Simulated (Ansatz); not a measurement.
Moving the choice of potentials or basis in Ta3AsAu2O13

```yaml
crystal:
  lattice:
    - [5.24237, 3.02668, 4.14273]
    - [-5.24237, 3.02668, 4.14273]
    - [0.00000, -6.05337, 4.14273]
  atoms:
    - { symbol: Ta, position: [0.23108, 0.57229, 0.23108] }
    - { symbol: Ta, position: [0.23108, 0.23108, 0.57229] }
    - { symbol: Ta, position: [0.57229, 0.23108, 0.23108] }
    - { symbol: As, position: [0.55878, 0.55878, 0.55878] }
    - { symbol: Au, position: [0.96559, 0.96559, 0.96559] }
    - { symbol: Au, position: [0.75105, 0.75105, 0.75105] }
    - { symbol: O, position: [0.40884, 0.66762, 0.40884] }
    - { symbol: O, position: [0.40884, 0.40884, 0.66762] }
    - { symbol: O, position: [0.66762, 0.40884, 0.40884] }
    - { symbol: O, position: [0.49726, 0.01313, 0.36024] }
    - { symbol: O, position: [0.36024, 0.49726, 0.01313] }
    - { symbol: O, position: [0.01313, 0.36024, 0.49726] }
    - { symbol: O, position: [0.36024, 0.01313, 0.49726] }
    - { symbol: O, position: [0.01313, 0.49726, 0.36024] }
    - { symbol: O, position: [0.49726, 0.36024, 0.01313] }
    - { symbol: O, position: [0.10963, 0.74806, 0.10963] }
    - { symbol: O, position: [0.10963, 0.10963, 0.74806] }
    - { symbol: O, position: [0.74806, 0.10963, 0.10963] }
    - { symbol: O, position: [0.30840, 0.30840, 0.30840] }
```

The cell comes from a database or a generator and needn't be the stable form of this composition.

Kept alike: task single point; functional PBE; k mesh 4 × 4 × 4; occupations fermi-dirac, width 0.05 eV; no spin polarisation. Program: Ansatz. Cutoffs run from 900 to 1380 eV. The mesh is that of the run's cell of 19 atoms. No spin-orbit coupling.

| choice of potentials or basis | pressure (GPa) |
| --- | --- |
| Ansatz NC | 0.08 |
| Ansatz PAW (files of its older set among them) | 0.02 |
| JTH PAW | 0.28 |
| PseudoDojo standard (PBE files) | -0.43 |
| SPMS NC | -0.36 |

Pressure is positive in compression, with a Pulay correction for the finite cutoff.

Q: What does the choice of potentials or basis change here?

A: The pressure runs from -0.43 (PseudoDojo standard (PBE files)) to 0.28 GPa (JTH PAW).
